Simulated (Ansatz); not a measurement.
Optical constants of HfZnO$_{3}$

Method: DFT PBEsol, scalar-relativistic, plane waves, PAW in Ansatz. Cutoff 420 eV, 10×10×10 k-points (Γ-centred), Fermi-Dirac smearing of 0.15 eV. No spin polarisation.

Relaxed structure:
```xyz
5
Lattice="4.0484 0.0000 0.0000 0.0000 4.0484 0.0000 0.0000 0.0000 4.0484" Properties=species:S:1:pos:R:3 pbc="T T T"
Hf    2.0242    2.0242    2.0242
Zn    0.0000    0.0000    0.0000
O     2.0242    2.0242    0.0000
O     0.0000    2.0242    2.0242
O     2.0242    0.0000    2.0242
```

The cell was built by swapping an element in a database structure (itself possibly hypothetical) and relaxing; it need not be the stable form of this composition. In a metal these results depend on the k mesh and the smearing. Spin–orbit coupling is left out, which matters for heavy elements. A semilocal functional can close a gap that the real compound has.

Independent-particle response (no local fields, no excitons) on a 14×14×14 mesh, broadened by 0.1 eV; the Drude term is undamped and its weight carries the smearing above, which sets much of it in a semimetal. The run couldn't bound its error over part or most of this range, so small peaks and near ties are unsure. Light polarised along z. ε₁ lacks the small share of bands above those solved.

Question: Tabulate n, κ, the reflectivity and the absorption coefficient against photon energy.

Answer:
```
E (eV) n      κ     R  α (10⁵ cm⁻¹)
   0.2  0.26  10.38  0.99          2.10
   0.5  0.36   3.26  0.89          1.65
   0.8  1.31   1.01  0.18          0.82
   1.1  2.06   0.70  0.16          0.78
   1.4  2.35   0.68  0.20          0.97
   1.7  2.53   0.79  0.23          1.37
   2.0  2.45   1.23  0.27          2.49
   2.3  1.91   1.01  0.19          2.34
   2.6  1.92   0.69  0.15          1.81
   2.9  2.11   0.58  0.16          1.71
   3.2  2.12   0.67  0.17          2.17
   3.5  2.11   0.58  0.16          2.04
   3.8  2.22   0.50  0.16          1.91
   4.1  2.47   0.55  0.20          2.28
   4.4  2.55   1.30  0.29          5.79
   4.7  1.74   0.96  0.17          4.58
   5.0  1.98   0.56  0.14          2.86
   5.3  2.23   0.49  0.16          2.63
   5.6  2.56   0.64  0.22          3.66
   5.9  2.79   1.12  0.29          6.69
   6.2  2.30   1.49  0.30          9.34
   6.5  2.10   1.51  0.29          9.96
   6.8  1.93   1.36  0.26          9.37
   7.1  2.07   1.53  0.30         10.97
   7.4  1.59   1.86  0.37         13.94
   7.7  1.12   1.47  0.33         11.46
   8.0  1.32   1.28  0.25         10.36
   8.3  1.32   1.29  0.25         10.85
   8.6  1.07   1.28  0.28         11.19
   8.9  0.99   0.98  0.19          8.82
   9.2  1.04   0.77  0.12          7.14
   9.5  1.27   0.56  0.07          5.42
   9.8  1.60   0.65  0.11          6.45
  10.1  1.55   0.89  0.15          9.13
  10.4  1.53   0.92  0.16          9.70
  10.7  1.71   0.95  0.17         10.34
  11.0  1.33   1.50  0.31         16.69
  11.3  1.07   1.16  0.24         13.33
  11.6  1.16   1.00  0.18         11.71
  11.9  1.25   1.02  0.18         12.32
```

Question: Where is the highest local maximum of ε₂ between 0.3 and 12 eV?

Answer: At 6.1 eV, where ε₂ = 7.4.

Symmetry holds off the tilts and polar distortions that many cubic perovskites undergo.